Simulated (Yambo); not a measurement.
Yambo input for a free-standing SnO monolayer (symmetry P4/nmm, slab cell 15.3 Å high) under biaxial strain of -3 % in the plane (a = 3.6714 Å, b = 3.6714 Å, c = 15.3000 Å, α = 90.00°, β = 90.00°, γ = 90.00°), on PBE (stringent potentials; pw.x of Quantum ESPRESSO, ONCV potentials, without SOC) wavefunctions on a 18×18×1 mesh:

```
rim_cut
optics
chi
dipoles
kernel
RandQpts= 1000000
RandGvec= 2 Ry
CUTGeo= "slab z"
FFTGvecs= 30 Ry
Chimod= "HARTREE"
NGsBlkXd= 2 Ry
% QpntsRXd
 1 | 1 |
%
% BndsRnXd
 9 | 69 |
%
GrFnTpXd= "R"
% EnRngeXd
 0.0 | 20.0 | eV
%
% DmRngeXd
 0.2 | 0.2 | eV
%
CGrdSpXd= 50
ETStpsXd= 161
% LongDrXd
 1.0 | 0.0 | 0.0 |
%
```

First lines of the file o-*.alpha_q1_inv_rpa_dyson:

```
Polarizability  ( -<<X>> ) @ Q(1):   1.00000000     0.00000000     0.00000000    [q->0 direction]
#
# Polarizability units: length
#
# [ X ] Hartree size     :   77
# [GEN] GF Energies     : Perdew, Burke & Ernzerhof(X)+Perdew, Burke & Ernzerhof(C)
# [GEN] Green`s Function     : Retarded
#
# [GEN] Gauge     : Length
# [GEN] [r,Vnl] included     : yes
#
#    E[1] [eV]     Im(alpha)     Re(alpha)     Im(alpha_o)     Re(alpha_o)
#
     0.000000     0.23040E-14     3.651620     -0.44230E-17     4.416764
     0.125000     0.006545     3.653647     0.009486     4.419698
     0.250000     0.013152     3.659747     0.019075     4.428532
     0.375000     0.019884     3.669977     0.028875     4.443360
     0.500000     0.026811     3.684435     0.038997     4.464345
     0.625000     0.034004     3.703260     0.049565     4.491719
     0.750000     0.041543     3.726639     0.060716     4.525795
     0.875000     0.049521     3.754810     0.072608     4.566971
     1.000000     0.058041     3.788069     0.085424     4.615751
     1.125000     0.067226     3.826782     0.099383     4.672757
     1.250000     0.077224     3.871396     0.114750     4.738755
     1.375000     0.088211     3.922451     0.131850     4.814683
     1.500000     0.100407     3.980607     0.151091     4.901697
     1.625000     0.114084     4.046667     0.172995     5.001220
     1.750000     0.129590     4.121614     0.198231     5.115018
     1.875000     0.147372     4.206660     0.227689     5.245300
     2.000000     0.168019     4.303313     0.262557     5.394858
     2.125000     0.192318     4.413465     0.304471     5.567258
     2.250000     0.221350     4.539524     0.355731     5.767131
     2.375000     0.256632     4.684595     0.419660     6.000575
     2.500000     0.300354     4.852754     0.501215     6.275781
     2.625000     0.355792     5.049445     0.608076     6.603967
     2.750000     0.428045     5.282095     0.752670     7.000832
     2.875000     0.525445     5.561033     0.956215     7.488766
     3.000000     0.662455     5.900842     1.257346     8.099972
     3.125000     0.866086     6.321886     1.732059     8.879162
     3.250000     1.191137     6.849283     2.542782     9.874898
     3.375000     1.754312     7.491658     4.050166     11.05204
     3.500000     2.752891     8.130665     6.852341     11.85528
     3.625000     4.244377     8.417156     10.76038     10.68504
     3.750000     6.003264     8.016112     13.26703     6.671596
```
(The file goes on to the top of the energy range; α is in bohr.) Convergence of the RPA response with its 18×18×1 mesh was not tested.

Geometry strained from the cell relaxed with PBEsol, atoms relaxed again.

This is a model layer cut from the bulk structure; whether it is stable on its own was not checked.
